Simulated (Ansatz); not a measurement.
input.yaml (Ansatz)

```yaml
crystal:
  lattice:
    - [0.0, 2.0786459118, 2.0786459118]
    - [2.0786459118, 0.0, 2.0786459118]
    - [2.0786459118, 2.0786459118, 0.0]
  atoms:
    - { symbol: Nb, position: [0.0, 0.0, 0.0], spin: 1.0 }
hamiltonian:
  xc: mr2scan
  pseudopotentials:
    kind: paw
    azcp:
      Nb: "pseudopotentials/Nb.paw.azcp"
basis:
  ecutwfc: 500
  fft_grid_basis: typed
kpoints:
  mp_grid: { grid: [21, 21, 21], shift: [0, 0, 0] }
magnetization:
  spin_polarized: true
scf:
  occupations: { method: fermi_dirac, width: 0.05 }
output:
  stress: true
```

Output

```
Engine: ansatz 0.2.0, aarch64-unknown-linux-gnu
Pseudopotentials: kind: paw
Pseudopotential: Nb, paw, valence charge 13, recommended cutoff 500 eV (meta_gga) 
Functional definition: m-r2SCAN
  exchange = m_r2scan_x
  correlation = m_r2scan_c
Crystal: 1 atoms, lattice volume = 17.963 Å³
Basis set: ecut = 500 eV, 459 PW (Γ), exchange–correlation on 96×96×96 points (64 copies of the dense FFT grid, shifted against one another)
Bands: 11, of which v1, the nominal top of the filled ones, is band 7 counted from 1 (6 counted from 0)
Symmetry: 48 space group operations
Space group: Fm-3m (ITA 225), of the structure as read, at distance tolerance 2.6e-5 Å
Magnetic group: BNS 225.116 (UNI 1618), of the structure as read, at distance tolerance 2.6e-5 Å
k-points: 286 of 9261
Non-local potential: Nb, projectors of the file, l = 0: 3, l = 1: 2, l = 2: 2, l = 3: 1
PAW form: soft (Blöchl's): semilocal exchange-correlation on the pseudo side does not see the compensation charge
PAW frozen core: Nb, regenerated for the run's functional (the file was generated under x = pbe(κ = 0.804, μ = 0.2195149727645171), c = pbe(β = 0.06672455060314922))
PAW one-centre angular grid: Nb, 590 points (default); XC on 160 Gauss nodes
Initial density: superposition of atomic densities (chi_scale 0.1, normalization cell)
Starting moments: Σ|m| = 1 μB on 1 of 1 site
Initial wavefunctions: pseudopotential atomic-orbital guess
Functional: x = mr2scan, c = mr2scan; τ floored in thin density (d = 2e-4 eV/Å³)
SCF iter   1: F=—  HF=-4563.485908 eV  |F-HF|=—  |Δ(HF+E_count)|=         —  Δρ=4.82e-2 (↑4.82e-2 ↓2.76e-2)  dr2=1.12e0  dr2_τ=7.84e-3  dr2_m=3.04e-2  M=0.700 μB ∫|m|=0.700 μB  β_m=1.00  ethr=3.10e-3  ⟨swp⟩=5.2  Hψ=37253  notcnv=0
Mixer restart at iter 1: flushing history
SCF iter   2: F=—  HF=-4563.213658 eV  |F-HF|=—  |Δ(HF+E_count)|=   2.72e-1  Δρ=2.28e-2 (↑2.28e-2 ↓2.04e-2)  dr2=3.24e-1  dr2_τ=5.48e-3  dr2_m=1.99e-3  M=0.586 μB ∫|m|=0.586 μB  β_m=1.00  ethr=3.10e-3  ⟨swp⟩=3.0  Hψ=16399  notcnv=0  defer=57  κ⁻¹=1.0e0(r=1)
SCF iter   3: F=—  HF=-4563.211547 eV  |F-HF|=—  |Δ(HF+E_count)|=   2.11e-3  Δρ=9.23e-3 (↑9.02e-3 ↓9.23e-3)  dr2=2.49e-2  dr2_τ=8.04e-4  dr2_m=5.16e-4  M=0.428 μB ∫|m|=0.428 μB  β_m=1.00  ethr=2.49e-3  ⟨swp⟩=2.6  Hψ=12087  notcnv=0  defer=57  κ⁻¹=5.0e-2(r=2)
SCF iter   4: F=—  HF=-4563.299171 eV  |F-HF|=—  |Δ(HF+E_count)|=         —  Δρ=1.06e-2 (↑1.06e-2 ↓1.04e-2)  dr2=8.55e-3  dr2_τ=1.98e-3  dr2_m=1.31e-2  M=0.134 μB ∫|m|=0.134 μB  β_m=0.45  ethr=1.92e-4  ⟨swp⟩=2.5  Hψ=10077  notcnv=0  defer=57
Mixer restart at iter 4: flushing history
SCF iter   5: F=—  HF=-4563.291559 eV  |F-HF|=—  |Δ(HF+E_count)|=   7.61e-3  Δρ=6.68e-3 (↑6.68e-3 ↓6.52e-3)  dr2=4.38e-3  dr2_τ=1.35e-4  dr2_m=4.66e-3  M=0.116 μB ∫|m|=0.116 μB  β_m=0.87  ethr=6.58e-5  ⟨swp⟩=1.0  Hψ=6292  notcnv=0  defer=57  κ⁻¹=1.0e0(r=1)
SCF iter   6: F=—  HF=-4563.290563 eV  |F-HF|=—  |Δ(HF+E_count)|=   9.96e-4  Δρ=2.77e-3 (↑2.76e-3 ↓2.77e-3)  dr2=8.27e-4  dr2_τ=9.95e-5  dr2_m=8.25e-4  M=0.028 μB ∫|m|=0.028 μB  β_m=0.30  ethr=3.37e-5  ⟨swp⟩=2.4  Hψ=9965  notcnv=0  defer=57  κ⁻¹=1.7e-1(r=2)
...
SCF iter  14: F=—  HF=-4563.287760 eV  |F-HF|=—  |Δ(HF+E_count)|=   1.15e-8  Δρ=1.12e-6 (↑1.12e-6 ↓1.03e-6)  dr2=4.23e-11  dr2_τ=2.82e-11  dr2_m=1.76e-10  M=0.000 μB ∫|m|=0.000 μB  β_m=0.41  ethr=1.00e-12  ⟨swp⟩=2.1  Hψ=9736  notcnv=0  defer=57  κ⁻¹=5.8e-9(r=8)
SCF iter  15: F=—  HF=-4563.287760 eV  |F-HF|=—  |Δ(HF+E_count)|=   3.35e-9  Δρ=1.95e-7 (↑1.95e-7 ↓1.04e-7)  dr2=2.42e-12  dr2_τ=1.97e-13  dr2_m=2.81e-12  M=-0.000 μB ∫|m|=0.000 μB  β_m=1.00  ethr=1.00e-12  ⟨swp⟩=2.0  Hψ=10190  notcnv=0  defer=57  κ⁻¹=1.2e-8(r=8)
SCF iter  16: F=-4563.287760 eV  HF=-4563.287760 eV  |F-HF|=1.55e-11  |Δ(HF+E_count)|=  2.26e-10  Δρ=1.99e-7 (↑1.93e-7 ↓1.99e-7)  dr2=4.66e-13  dr2_τ=8.19e-13  dr2_m=6.11e-12  M=-0.000 μB ∫|m|=0.000 μB  ethr=1.00e-12  ⟨swp⟩=1.0  Hψ=15343  notcnv=0
SCF 1 converged in 16 iterations: F = -4563.287760 eV  dr2 = 4.66e-13
WARN: the starting moments were not kept: the SCF closed with an absolute magnetisation of 5.6e-6 μB, where they sum to 1 μB in size (1 site). That is at most 0.1 of that sum. Measured as dr2_m measures the in/out step, that magnetisation stands 4.6e-12 eV from none, at or under the dr2_threshold of 1.0e-7 eV: it is no larger than a step whose dr2_m would equal this threshold. The system may hold no moment; this SCF shows only that its start led to no more than that. To try another start: raise the starting moments (crystal.atoms[].spin, magnetization.per_species, magnetization.initial_magnetization, or on a non-collinear deck that types none of these the spinor_matrix: blocks that start its atoms; where the total moment is fixed, keep their sum and leave initial_magnetization as it is; typed ones take the place of any that the run laid by itself, positive ones on a crystal's lanthanoids without a Hubbard term where scf.initial_density.shell_occupations: [] is typed) or, if the notice of its spin-set hold's release reads "site moments contracting" or "site moments show no strong build", lengthen the hold (scf.mixing.spin_hold: { on: { confirm: 4 } }; for m-r²SCAN on two components see the key's manual first). Each may lead to a state that holds a moment. A second SCF, from the converged charge density, with the starting moments and any scf.initial_density.shell_occupations laid on it anew, would have followed, and was not run: the deck does not ask for one (magnetization.retry_lost_moments is false, the default). To let it run, set magnetization.retry_lost_moments: true and run the deck again, where that key's refused combinations let it; where memory then withholds it, that run's warning says so.
this state was not tested for a lower state beside it, because the mixer in use, unlike msr1, does not test its closes by its own steps (another_mixer; see scf.mixing.algorithm and scf.lower_state_search)
SCF converged after 16 iterations
Magnetization: -0.0000 μB (6.5000 up, 6.5000 down)
Absolute magnetization: 0.0000 μB (∫|ρ↑−ρ↓|, with the PAW one-centre terms)
Spin contamination: 0.0000 ħ² per cell (⟨S²⟩ above its minimum at these occupations)
Per-site moments (μB) at R_I (Å): [(-3.6492021660569144e-6, 1.2126053114335662)]
Free energy (F): -4563.287760 eV
Harris-Foulkes:  -4563.287760 eV  (|F-HF|=1.55e-11)
Internal energy: -4563.277182 eV  (E = F + TS)
E sigma→0 (E₀):  -4563.282471 eV
Entropy (-TS):   -0.010578 eV (-10.578 meV/atom)
Fermi energy:    18.211951 eV
--- Per-component energies (eV) ---
  E_band       = -77.425263
  E_kinetic    = 394.800379
  E_local      = -689.189610  (includes V_loc(G=0)·N_el)
  E_nonlocal   = 119.316879
  E_hartree    = 214.021745
  E_xc         = -169.894197
  E_vxc        = -237.028960  (∫ρ·V_xc dr)
  E_paw        = -3090.227220  (= ΣΔE_a)
  E_vpaw       = -108.256941  (= ΣTr[D̂ρ^β])
  E_aug_tail   = 0.000005  (compensation charges beyond the density's cutoff)
  E_vtau       = 14.889487  (kinetic-family band-sum trace: ∫τ·v_τ [+ j·A + Jᵃ·Aᵃ] dr)
  E_ewald      = -1341.912731
  E_core_change = -0.192431  (= ΣΔE_core)
  E_smearing   = -0.010578  (= −TS)
  E_closure    = 0.000000  (closes the sum)
  Σ components = -4563.287760   (vs F -4563.287760, Δ=0.00e0)
--- Stress (GPa, compression-positive) ---
        7.223906      -0.000000      -0.000000
       -0.000000       7.223906      -0.000000
       -0.000000       0.000000       7.223906
  P = ⅓ Tr σ = 7.2239 GPa (72.239 kbar)
```
